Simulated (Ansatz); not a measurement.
## Mg: input, output and frames of a trajectory

Level of theory: DFT PBEsol, scalar-relativistic, plane waves, PAW (Ansatz). Settings: plane waves to 420 eV, k-mesh 2×2×2 (shifted by 0.5, 0.5, 0.5 steps), Fermi–Dirac smearing 0.16 eV. The mesh is coarse. No spin polarisation.

16 atoms, starting at 1.06 times the perfect crystal's volume (space group I4/mmm, the cell as given, not relaxed at this level); Nosé–Hoover thermostat at 1800 K, fixed cell; 69 steps of 6 fs. The run is short and not equilibrated. The time step is on the long side.

The calculation finished and met its thresholds.

The run took 100 s on 4 threads of Intel(R) Xeon(R) 6975P-C (Granite Rapids), on a shared host, peak memory 1.1 GiB.

Command:
```bash
ansatz run input.yaml --threads 4 --pin off --max-ram 5120MiB --backend cpu --events-out ev --progress --plain --runs-dir out
```

Input:
```yaml
crystal:
  lattice:
    - [1.8720006078, 5.6160018234, -5.1370256185]
    - [-5.6160018234, -1.8720006078, -5.1370256185]
    - [-5.6160018234, 5.6160018234, -1.7123418728]
  atoms:
    - { symbol: Mg, position: [0.4375, 0.9375, 0.875] }
    - { symbol: Mg, position: [0.875, 0.875, 0.75] }
    - { symbol: Mg, position: [0.3125, 0.8125, 0.625] }
    - { symbol: Mg, position: [0.75, 0.75, 0.5] }
    - { symbol: Mg, position: [0.1875, 0.6875, 0.375] }
    - { symbol: Mg, position: [0.625, 0.625, 0.25] }
    - { symbol: Mg, position: [0.0625, 0.5625, 0.125] }
    - { symbol: Mg, position: [0.5, 0.5, 0.0] }
    - { symbol: Mg, position: [0.9375, 0.4375, 0.875] }
    - { symbol: Mg, position: [0.375, 0.375, 0.75] }
    - { symbol: Mg, position: [0.8125, 0.3125, 0.625] }
    - { symbol: Mg, position: [0.25, 0.25, 0.5] }
    - { symbol: Mg, position: [0.6875, 0.1875, 0.375] }
    - { symbol: Mg, position: [0.125, 0.125, 0.25] }
    - { symbol: Mg, position: [0.5625, 0.0625, 0.125] }
    - { symbol: Mg, position: [0.0, 0.0, 0.0] }
basis:
  ecutwfc: 420
kpoints:
  mp_grid: { grid: [2, 2, 2], shift: [0.5, 0.5, 0.5] }
hamiltonian:
  xc: pbesol
scf:
  occupations: { method: fermi_dirac, width: 0.1551 }
  lower_state_search: "off"
  convergence: { dr2_threshold: 1.0e-07 }
output:
  forces: true
  stress: true
md:
  timestep: 6.0
  n_steps: 69
  ensemble: nvt_nose_hoover
  temperature: 1800.0
  initial_velocities: maxwell_boltzmann
  seed: 2859
```

Output (its end):
```
...
SCF converged after 7 iterations
Free energy (F): -30589.752383 eV
Harris-Foulkes:  -30589.752383 eV  (|F-HF|=1.02e-8)
Internal energy: -30589.179401 eV  (E = F + TS)
E sigma→0 (E₀):  -30589.465892 eV
Entropy (-TS):   -0.572982 eV (-35.811 meV/atom)
Fermi energy:    5.215974 eV
--- Per-component energies (eV) ---
  E_band       = -5770.901031
  E_kinetic    = 1198.873777
  E_local      = -26864.432956  (includes V_loc(G=0)·N_el)
  E_nonlocal   = 1544.178036
  E_hartree    = 9681.177314
  E_xc         = -449.340472
  E_vxc        = -582.626648  (∫ρ·V_xc dr)
  E_paw        = -4500.008656  (= ΣΔE_a)
  E_vpaw       = -429.251998  (= ΣTr[D̂ρ^β])
  E_aug_tail   = -0.000034  (compensation charges beyond the density's cutoff)
  E_ewald      = -11200.568207
  E_core_change = 0.941796  (= ΣΔE_core)
  E_smearing   = -0.572982  (= −TS)
  E_closure    = 0.000000  (closes the sum)
  Σ components = -30589.752383   (vs F -30589.752383, Δ=0.00e0)
--- Forces (eV/Å), atoms counted from 1 ---
  atom   1  Mg     0.83053520     1.21771404    -0.14262418
  atom   2  Mg    -0.09535821     0.11696090    -0.43577200
  atom   3  Mg    -0.85060538     0.71291664     0.37436945
  atom   4  Mg    -0.36954877    -0.43957895     0.02875099
  atom   5  Mg    -0.35797723     0.14868849    -1.17658201
  atom   6  Mg    -0.56286409     0.29774254     0.11260038
  atom   7  Mg    -0.95361918    -0.86156320    -0.10361093
  atom   8  Mg     1.09886134     0.43728449    -1.15796959
  atom   9  Mg     0.82532137    -0.63702560     0.71645904
  atom  10  Mg     0.04675089     0.03898118    -0.67469118
  atom  11  Mg    -0.41125702     0.23802781     1.85999096
  atom  12  Mg     0.83145789     0.27063531    -0.03039179
  atom  13  Mg    -0.72740860    -1.07805951     0.76028979
  atom  14  Mg     0.45560106     0.76400718    -0.15566358
  atom  15  Mg     0.78730559    -0.74777000    -1.10978304
  atom  16  Mg    -0.54718392    -0.47896107     1.13462424
  max |Σ_I F_I| component: 1.09e-5 eV/Å
--- Stress (GPa, compression-positive) ---
        1.668249       1.645257      -2.364053
        1.645257       1.411515       0.959710
       -2.364053       0.959710       1.254200
  P = ⅓ Tr σ = 1.4447 GPa (14.447 kbar)
--- MD trajectory: 69 steps, t = 0.0 → 414.0 fs ---
  final state: T = 2557.4 K   F+E_penalty+E_count = -30589.75238288 eV   E_kin = 4.958607 eV
  conserved energy: peak-to-peak 5.588e-2 eV (3.493e-3 eV/atom) over 414.0 fs
```

Frames along the run (Å, eV/Å; dE is the potential energy from the first frame):

```xyz
16
Lattice="1.872 5.616 -5.137 -5.616 -1.872 -5.137 -5.616 5.616 -1.712" Properties=species:S:1:pos:R:3:forces:R:3 pbc="T T T" time_fs=0.00 dE_eV=0.0000 T_K=1800
Mg   -9.360    5.616   -8.562    0.000    0.000    0.000
Mg   -7.488    7.488  -10.274    0.000    0.000    0.000
Mg   -7.488    3.744   -6.849    0.000    0.000    0.000
Mg   -5.616    5.616   -8.562    0.000    0.000    0.000
Mg   -5.616    1.872   -5.137    0.000    0.000    0.000
Mg   -3.744    3.744   -6.849    0.000    0.000    0.000
Mg   -3.744    0.000   -3.425    0.000    0.000    0.000
Mg   -1.872    1.872   -5.137    0.000    0.000    0.000
Mg   -5.616    9.360   -8.562    0.000    0.000    0.000
Mg   -5.616    5.616   -5.137    0.000    0.000    0.000
Mg   -3.744    7.488   -6.849    0.000    0.000    0.000
Mg   -3.744    3.744   -3.425    0.000    0.000    0.000
Mg   -1.872    5.616   -5.137    0.000    0.000    0.000
Mg   -1.872    1.872   -1.712    0.000    0.000    0.000
Mg    0.000    3.744   -3.425    0.000    0.000    0.000
Mg    0.000    0.000    0.000    0.000    0.000    0.000
16
Lattice="1.872 5.616 -5.137 -5.616 -1.872 -5.137 -5.616 5.616 -1.712" Properties=species:S:1:pos:R:3:forces:R:3 pbc="T T T" time_fs=30.00 dE_eV=2.0319 T_K=776
Mg   -9.156    5.654   -8.871   -0.047   -0.037    0.351
Mg   -7.353    7.609  -10.754   -0.468   -0.745    1.814
Mg   -7.711    3.622   -6.753    1.089    1.560   -0.548
Mg   -5.875    5.605   -8.193    0.422    0.052   -0.364
Mg   -5.678    1.834   -5.329    0.188    0.078    0.306
Mg   -3.372    3.665   -7.001   -0.948   -0.625    0.458
Mg   -4.020    0.024   -3.140    0.298    0.893   -0.679
Mg   -2.130    1.829   -5.067    0.395   -0.288    0.152
Mg   -5.690    9.555   -8.772    0.249   -0.689    0.116
Mg   -5.456    5.406   -5.020    0.184    0.238   -0.396
Mg   -3.745    7.911   -6.700   -0.318   -0.825   -0.691
Mg   -3.466    3.686   -3.283   -0.741    0.109   -0.800
Mg   -1.637    5.270   -5.131   -0.715    0.933    0.020
Mg   -1.922    1.785   -1.815    0.335   -0.351    0.150
Mg   -0.058    3.751   -3.470    0.054   -0.213    0.732
Mg   -0.124    0.186    0.256    0.024   -0.088   -0.623
16
Lattice="1.872 5.616 -5.137 -5.616 -1.872 -5.137 -5.616 5.616 -1.712" Properties=species:S:1:pos:R:3:forces:R:3 pbc="T T T" time_fs=66.00 dE_eV=2.0339 T_K=867
Mg   -8.941    5.677   -9.082   -0.420   -0.147    0.506
Mg   -7.301    7.495  -10.649    0.527   -0.055    0.118
Mg   -7.636    4.023   -6.815   -0.677   -0.531    0.342
Mg   -5.952    5.641   -7.948    1.366    0.580   -1.222
Mg   -5.682    1.821   -5.424   -0.034    0.056    0.431
Mg   -3.300    3.351   -7.018   -0.516    0.305    0.116
Mg   -4.265    0.372   -3.043   -0.058   -0.351   -0.078
Mg   -2.267    1.644   -4.919    0.461   -0.220    0.020
Mg   -5.692    9.520   -8.968   -0.054   -0.132    0.318
Mg   -5.182    5.263   -5.043   -0.036    0.437   -0.280
Mg   -3.894    8.089   -6.825   -0.348   -0.233   -0.352
Mg   -3.432    3.673   -3.384   -0.333    0.102    0.366
Mg   -1.641    5.241   -5.130   -0.220    0.543   -0.137
Mg   -1.845    1.546   -1.876    0.129    0.038    0.104
Mg   -0.113    3.678   -3.227   -0.078    0.026    0.027
Mg   -0.251    0.357    0.311    0.292   -0.419   -0.279
16
Lattice="1.872 5.616 -5.137 -5.616 -1.872 -5.137 -5.616 5.616 -1.712" Properties=species:S:1:pos:R:3:forces:R:3 pbc="T T T" time_fs=96.00 dE_eV=2.3345 T_K=911
Mg   -8.911    5.650   -9.071   -0.839    0.112    0.397
Mg   -7.110    7.316  -10.401    0.199   -0.015   -0.885
Mg   -7.691    4.319   -6.811   -0.101   -1.244    0.124
Mg   -5.567    5.840   -8.151   -0.150   -0.248   -0.524
Mg   -5.691    1.832   -5.337   -0.145    0.026    0.368
Mg   -3.460    3.128   -6.963    0.136    0.622    0.022
Mg   -4.467    0.611   -3.022    0.676   -1.100    0.171
Mg   -2.204    1.409   -4.776    0.433    0.768   -0.282
Mg   -5.701    9.419   -9.030   -0.329    0.657    0.241
Mg   -4.948    5.305   -5.194   -0.577    0.446   -0.359
Mg   -4.171    8.139   -7.075    0.064    0.563    1.084
Mg   -3.548    3.696   -3.407    0.214   -0.152    0.574
Mg   -1.760    5.451   -5.177    0.324   -0.226   -0.035
Mg   -1.717    1.321   -1.891   -0.231    0.285   -0.126
Mg   -0.192    3.608   -2.970   -0.316    0.195   -0.916
Mg   -0.252    0.349    0.232    0.642   -0.688    0.143
16
Lattice="1.872 5.616 -5.137 -5.616 -1.872 -5.137 -5.616 5.616 -1.712" Properties=species:S:1:pos:R:3:forces:R:3 pbc="T T T" time_fs=126.00 dE_eV=2.1995 T_K=1180
Mg   -9.162    5.660   -8.911   -0.382    0.308    0.198
Mg   -6.846    7.115  -10.422   -0.892    0.179   -0.686
Mg   -7.823    4.208   -6.753    0.296   -0.624   -0.256
Mg   -5.177    5.977   -8.568   -1.487   -1.217    0.912
Mg   -5.727    1.874   -5.141    0.567    0.623   -0.713
Mg   -3.602    3.097   -6.895    0.397    0.367   -0.153
Mg   -4.444    0.517   -2.930    0.983   -0.398    0.230
Mg   -1.976    1.394   -4.725    0.168    0.616   -0.681
Mg   -5.834    9.520   -9.019   -0.403    0.319   -0.019
Mg   -4.881    5.501   -5.482   -0.488   -0.068   -0.050
Mg   -4.445    8.343   -7.002    0.655   -0.351    0.753
Mg   -3.625    3.683   -3.245    0.052    0.044   -0.150
Mg   -1.793    5.625   -5.229    0.212   -0.294    0.482
Mg   -1.637    1.173   -1.931    0.112    0.401    0.245
Mg   -0.390    3.605   -2.971   -0.274    0.423   -0.247
Mg   -0.029    0.100    0.181    0.485   -0.327    0.134
16
Lattice="1.872 5.616 -5.137 -5.616 -1.872 -5.137 -5.616 5.616 -1.712" Properties=species:S:1:pos:R:3:forces:R:3 pbc="T T T" time_fs=162.00 dE_eV=2.3638 T_K=1304
Mg   -9.665    5.788   -8.612    0.319   -0.125   -0.090
Mg   -6.879    6.938  -10.725   -0.499    0.103    0.648
Mg   -7.843    3.827   -6.785    0.421    1.147    0.033
Mg   -5.229    5.635   -8.756   -0.030   -0.355    0.281
Mg   -5.584    2.177   -5.111   -0.382    0.045    0.239
Mg   -3.610    3.237   -6.891    0.280    0.126   -0.407
Mg   -4.103    0.242   -2.795   -1.195    1.104   -0.943
Mg   -1.642    1.641   -4.962   -0.715   -0.080   -0.408
Mg   -6.129    9.701   -8.981    0.960   -1.546    0.353
Mg   -4.997    5.712   -5.852    0.154   -0.704    0.766
Mg   -4.504    8.450   -6.618    0.619   -0.640   -0.494
Mg   -3.699    3.644   -3.143   -0.035   -0.486   -1.276
Mg   -1.758    5.731   -5.062   -0.374    0.063    0.312
Mg   -1.459    1.176   -1.883    0.338    0.191    0.152
Mg   -0.756    3.805   -3.070    0.569    0.077    0.324
Mg    0.465   -0.312    0.204   -0.430    1.080    0.511
16
Lattice="1.872 5.616 -5.137 -5.616 -1.872 -5.137 -5.616 5.616 -1.712" Properties=species:S:1:pos:R:3:forces:R:3 pbc="T T T" time_fs=192.00 dE_eV=2.7159 T_K=1259
Mg   -9.976    5.882   -8.367    1.384    0.096   -0.070
Mg   -7.116    6.827  -10.817    0.554   -0.134    0.676
Mg   -7.725    3.880   -6.797   -0.139    1.367    0.525
Mg   -5.348    5.144   -8.745    0.455    0.511   -0.005
Mg   -5.553    2.503   -5.079   -1.102   -0.609   -0.378
Mg   -3.510    3.406   -7.023   -0.005   -0.314    0.062
Mg   -4.111    0.323   -2.968   -0.110    0.514   -0.230
Mg   -1.575    1.843   -5.338   -0.437   -0.593    0.343
Mg   -6.122    9.406   -8.843    0.461    0.200   -0.116
Mg   -5.083    5.653   -5.912   -0.044   -0.480    0.872
Mg   -4.315    8.309   -6.427    0.145    0.016   -0.404
Mg   -3.764    3.481   -3.450    0.608    0.408    0.261
Mg   -1.873    5.831   -4.817   -1.040   -0.029   -1.032
Mg   -1.220    1.248   -1.775   -1.096   -0.567   -0.139
Mg   -0.866    3.984   -3.064    1.209   -1.129   -0.097
Mg    0.766   -0.326    0.380   -0.842    0.742   -0.268
16
Lattice="1.872 5.616 -5.137 -5.616 -1.872 -5.137 -5.616 5.616 -1.712" Properties=species:S:1:pos:R:3:forces:R:3 pbc="T T T" time_fs=222.00 dE_eV=2.6537 T_K=1467
Mg   -9.876    6.000   -8.143    0.392   -0.007   -0.391
Mg   -7.178    6.704  -10.668    1.042    0.690    0.287
Mg   -7.629    4.386   -6.670   -0.375   -0.053   -0.247
Mg   -5.353    4.795   -8.742   -0.251    0.904   -0.168
Mg   -5.865    2.631   -5.158    0.185   -1.134   -0.624
Mg   -3.397    3.490   -7.133   -0.088   -0.212    0.716
Mg   -4.212    0.615   -3.252    0.116   -0.229    0.374
Mg   -1.677    1.820   -5.599    0.069   -1.072    1.058
Mg   -5.917    9.137   -8.727   -0.164    1.464   -0.037
Mg   -5.175    5.436   -5.673    0.059    0.455    0.336
Mg   -4.075    8.137   -6.383   -0.564   -0.040   -0.536
Mg   -3.636    3.417   -3.743    0.346    0.462    0.680
Mg   -2.315    5.912   -4.849    0.019   -0.389   -0.214
Mg   -1.286    1.154   -1.700   -0.521   -0.240   -0.111
Mg   -0.614    3.855   -3.076   -0.163   -0.082   -0.088
Mg    0.814   -0.096    0.474   -0.101   -0.519   -1.033
16
Lattice="1.872 5.616 -5.137 -5.616 -1.872 -5.137 -5.616 5.616 -1.712" Properties=species:S:1:pos:R:3:forces:R:3 pbc="T T T" time_fs=252.00 dE_eV=3.4606 T_K=1258
Mg   -9.631    6.125   -8.068   -0.978   -0.211   -1.168
Mg   -6.930    6.776  -10.404   -0.471    0.347   -0.030
Mg   -7.654    4.869   -6.567   -0.427   -2.642    0.544
Mg   -5.416    4.730   -8.779   -0.225    0.496    0.145
Mg   -6.192    2.384   -5.469    0.566   -0.286    0.041
Mg   -3.306    3.507   -7.037   -0.106    0.069    0.026
Mg   -4.289    0.850   -3.429   -0.110   -0.696    0.451
Mg   -1.712    1.536   -5.546    1.540    2.109    0.076
Mg   -5.748    9.320   -8.604   -0.330    0.362    0.274
Mg   -5.280    5.322   -5.280   -0.452    0.105    0.100
Mg   -3.977    7.956   -6.522   -0.109    0.299   -0.372
Mg   -3.366    3.503   -3.799   -0.239   -0.214    0.658
Mg   -2.758    5.903   -4.990    1.868    0.390    0.096
Mg   -1.574    0.970   -1.663   -0.119    0.584   -0.033
Mg   -0.358    3.647   -3.132   -0.321    0.065   -0.476
Mg    0.798   -0.005    0.248   -0.087   -0.778   -0.331
16
Lattice="1.872 5.616 -5.137 -5.616 -1.872 -5.137 -5.616 5.616 -1.712" Properties=species:S:1:pos:R:3:forces:R:3 pbc="T T T" time_fs=288.00 dE_eV=2.6802 T_K=1940
Mg   -9.582    6.183   -8.411    0.715   -0.466    0.184
Mg   -6.875    7.051  -10.054   -1.196    0.337   -0.137
Mg   -7.883    4.546   -6.291    0.079   -0.231   -0.238
Mg   -5.577    4.861   -8.752    0.344   -0.151    0.388
Mg   -6.291    1.953   -5.855    0.488    0.594    0.542
Mg   -3.254    3.556   -6.888   -0.288    0.089   -0.208
Mg   -4.417    0.818   -3.518    0.160   -0.871   -0.664
Mg   -1.206    1.794   -5.369   -0.751   -1.002   -0.007
Mg   -5.699    9.673   -8.326   -0.353   -0.633   -0.063
Mg   -5.507    5.247   -4.738    0.719    0.084   -0.842
Mg   -3.924    7.858   -6.860    0.261    0.308    0.166
Mg   -3.114    3.547   -3.568   -0.250   -0.122    0.259
Mg   -2.586    6.004   -5.140    0.382   -0.230    0.213
Mg   -2.017    1.082   -1.629    0.144    1.318   -0.167
Mg   -0.167    3.439   -3.437   -0.023    0.906   -0.055
Mg    0.708   -0.220   -0.206   -0.431    0.069    0.629
16
Lattice="1.872 5.616 -5.137 -5.616 -1.872 -5.137 -5.616 5.616 -1.712" Properties=species:S:1:pos:R:3:forces:R:3 pbc="T T T" time_fs=318.00 dE_eV=3.5512 T_K=1716
Mg   -9.376    6.064   -8.709   -0.212   -0.580    0.806
Mg   -7.247    7.392   -9.816    0.626   -0.394   -0.757
Mg   -8.087    4.019   -6.089    0.519    0.630   -0.504
Mg   -5.610    4.954   -8.587    0.229    0.076    0.147
Mg   -6.176    1.793   -5.980    0.190    0.553    0.696
Mg   -3.322    3.640   -6.823   -0.451    0.117    0.246
Mg   -4.483    0.462   -3.788    0.293   -0.206   -0.208
Mg   -0.953    1.775   -5.240   -1.417   -1.514   -0.035
Mg   -5.802    9.805   -8.130   -0.543    0.251   -0.836
Mg   -5.521    5.204   -4.592    0.308    0.074   -1.862
Mg   -3.765    7.881   -7.136    0.456   -0.162    0.091
Mg   -2.988    3.549   -3.260   -0.338    0.864   -0.998
Mg   -2.213    6.028   -5.185   -0.842   -0.704    0.506
Mg   -2.342    1.628   -1.664    0.879   -0.936   -0.084
Mg    0.003    3.608   -3.698    0.251    1.188    1.143
Mg    0.490   -0.411   -0.344    0.053    0.743    1.651
16
Lattice="1.872 5.616 -5.137 -5.616 -1.872 -5.137 -5.616 5.616 -1.712" Properties=species:S:1:pos:R:3:forces:R:3 pbc="T T T" time_fs=348.00 dE_eV=3.8533 T_K=1749
Mg   -9.212    5.740   -8.756   -0.816   -0.185    0.617
Mg   -7.494    7.611   -9.783    0.303   -1.020    0.027
Mg   -8.094    3.694   -6.076    1.149    1.155   -0.935
Mg   -5.559    5.072   -8.368    0.127    0.273   -0.446
Mg   -5.975    1.817   -5.869    0.266    0.264    0.544
Mg   -3.541    3.763   -6.678    0.157   -0.199    0.176
Mg   -4.449    0.024   -4.135    0.364    1.104    0.981
Mg   -1.167    1.308   -5.107   -0.764    1.038    0.512
Mg   -6.058    9.965   -8.201    0.529   -0.753   -0.855
Mg   -5.412    5.179   -4.988   -0.015   -0.059    0.435
Mg   -3.478    7.862   -7.386   -0.622   -0.178    0.129
Mg   -2.976    3.850   -3.284   -0.324    0.444   -0.966
Mg   -2.079    5.853   -5.071   -0.498    0.372    0.028
Mg   -2.397    1.902   -1.696    0.578   -1.176    0.246
Mg    0.244    4.135   -3.616   -0.591   -1.114    0.480
Mg    0.256   -0.383   -0.031    0.156    0.033   -0.973
16
Lattice="1.872 5.616 -5.137 -5.616 -1.872 -5.137 -5.616 5.616 -1.712" Properties=species:S:1:pos:R:3:forces:R:3 pbc="T T T" time_fs=384.00 dE_eV=3.4059 T_K=2189
Mg   -9.382    5.275   -8.547   -0.572    0.709   -0.155
Mg   -7.626    7.477   -9.804    0.201   -0.407   -0.381
Mg   -7.665    3.725   -6.438   -0.076   -0.134   -0.312
Mg   -5.441    5.395   -8.305   -0.022    0.476   -0.550
Mg   -5.630    1.948   -5.456   -0.362   -0.198    0.290
Mg   -3.626    3.772   -6.494    1.392   -0.534   -0.773
Mg   -4.228   -0.071   -4.095   -0.216   -0.164    1.426
Mg   -1.817    1.127   -4.742    0.128    1.165   -0.327
Mg   -6.187    9.880   -8.645    0.517   -0.351    0.094
Mg   -5.346    5.209   -5.274   -0.729    0.853    1.067
Mg   -3.353    7.775   -7.625   -0.345    0.275    0.702
Mg   -3.195    4.257   -3.596   -0.469   -1.805    1.037
Mg   -1.998    5.874   -5.061    0.841    0.982   -0.897
Mg   -2.176    1.764   -1.646    0.540    0.371   -0.275
Mg    0.241    4.312   -3.262   -0.766   -1.036   -0.079
Mg    0.036   -0.325   -0.050   -0.060   -0.203   -0.865
16
Lattice="1.872 5.616 -5.137 -5.616 -1.872 -5.137 -5.616 5.616 -1.712" Properties=species:S:1:pos:R:3:forces:R:3 pbc="T T T" time_fs=414.00 dE_eV=3.0106 T_K=2557
Mg   -9.722    5.132   -8.385    0.831    1.218   -0.143
Mg   -7.671    7.179   -9.945   -0.095    0.117   -0.436
Mg   -7.274    3.798   -6.887   -0.851    0.713    0.374
Mg   -5.350    5.841   -8.461   -0.370   -0.440    0.029
Mg   -5.437    2.019   -5.028   -0.358    0.149   -1.177
Mg   -3.252    3.599   -6.571   -0.563    0.298    0.113
Mg   -4.127   -0.158   -3.534   -0.954   -0.862   -0.104
Mg   -2.353    1.451   -4.556    1.099    0.437   -1.158
Mg   -6.069    9.628   -9.020    0.825   -0.637    0.716
Mg   -5.518    5.495   -5.153    0.047    0.039   -0.675
Mg   -3.406    7.789   -7.536   -0.411    0.238    1.860
Mg   -3.523    4.018   -3.554    0.831    0.271   -0.030
Mg   -1.713    6.214   -5.330   -0.727   -1.078    0.760
Mg   -1.758    1.757   -1.707    0.456    0.764   -0.156
Mg   -0.044    4.010   -2.968    0.787   -0.748   -1.110
Mg   -0.174   -0.382   -0.407   -0.547   -0.479    1.135
```